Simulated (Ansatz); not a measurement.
The relaxed structure here is a generated cell of W: the first start was made by placing the elements on the sites of a structure type, and the end was not matched to a known phase here, so it may be hypothetical. Known forms of W include space group No. 229.

A relaxed cell of W (I4₁/amd (No. 141)), relaxed on a k-mesh at least as fine as the one used below. Calculation: r2SCAN (plane waves to 500 eV, PAW, scalar-relativistic; Ansatz, a quantum-chemistry and plane-wave program). Γ-centred k-mesh 7×14×9 on the run's cell (coarser than for final values), Fermi–Dirac smearing 0.05 eV.

```
CELL_PARAMETERS angstrom
     -5.08525     5.08525     2.68192
      2.54262    -2.54262     1.34096
      2.54262     2.54262    -1.34096
ATOMIC_POSITIONS crystal
  W  0.37500 0.25000 0.50000
  W  0.87500 0.25000 0.50000
  W  0.00000 0.00000 0.00000
  W  0.50000 0.00000 0.00000
```

The atoms are displaced by (Å):

```json
[
 {"atom": "W1", "ux": "-0.027", "uy": "0.104", "uz": "0.031"},
 {"atom": "W2", "ux": "-0.013", "uy": "-0.056", "uz": "-0.108"},
 {"atom": "W3", "ux": "-0.048", "uy": "-0.036", "uz": "0.131"},
 {"atom": "W4", "ux": "0.154", "uy": "-0.033", "uz": "0.007"}
]
```

What forces (eV/Å) and pressure result?


```json
[
 {"atom": "W1", "Fx": "1.71", "Fy": "-1.28", "Fz": "-1.02"},
 {"atom": "W2", "Fx": "-0.16", "Fy": "0.20", "Fz": "0.81"},
 {"atom": "W3", "Fx": "0.33", "Fy": "0.63", "Fz": "-0.61"},
 {"atom": "W4", "Fx": "-1.88", "Fy": "0.45", "Fz": "0.82"}
]
```

Pressure +3.7 GPa.

Estimate the energy cost of the displacement in the harmonic approximation and compare with the calculation.

For a harmonic well ΔE = −½ Σ F·u = 0.363 eV a cell, or 91 meV/atom. The calculated energy relative to the undisplaced cell is +0.08 eV/atom, so the harmonic estimate holds well.

The undisplaced cell is probably no minimum: from this displacement the run went on to Fddd (No. 70), 0.90 eV/atom below it.

No spin polarisation in the result.
